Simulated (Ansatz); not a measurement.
Polymorphs of Sr, each relaxed with r²SCAN (plane waves, PAW; program Ansatz):

A: C2/m, a = 7.462 Å, b = 4.303 Å, c = 10.922 Å, α = γ = 90.00°, β = 102.85°

B: bcc (W type) (Im-3m), a = 4.810 Å, b = 4.810 Å, c = 4.810 Å, α = 90.00°, β = 90.00°, γ = 90.00°

C: diamond (Fd-3m), a = 9.7041 Å, b = 9.7041 Å, c = 9.7041 Å, α = 90.00°, β = 90.00°, γ = 90.00°

D: simple cubic (Pm-3m), a = b = c = 3.818 Å, α = β = γ = 90.00°

Order them by energy per atom at 0 K (lowest first) at the level r²SCAN.

A (+0 meV/atom), B (+11 meV/atom), D (+377 meV/atom), C (+1038 meV/atom)

Constructed cells (a structure type filled with these elements, in neither database checked): D. Typed or built starts, not in the databases checked: C. Not the usual ambient phase: A; B; C; D. Unstable at this level: C; D. All cells were relaxed under the symmetry of their starts (and spin orders); stability against distortions was not tested throughout. Spin–orbit coupling is left out wherever it is not named.

Energies hold the estimated change up to a 700 eV cutoff; steps of a few meV lie near the error of the meshes.

Potentials: the later of the program's two PAW sets.
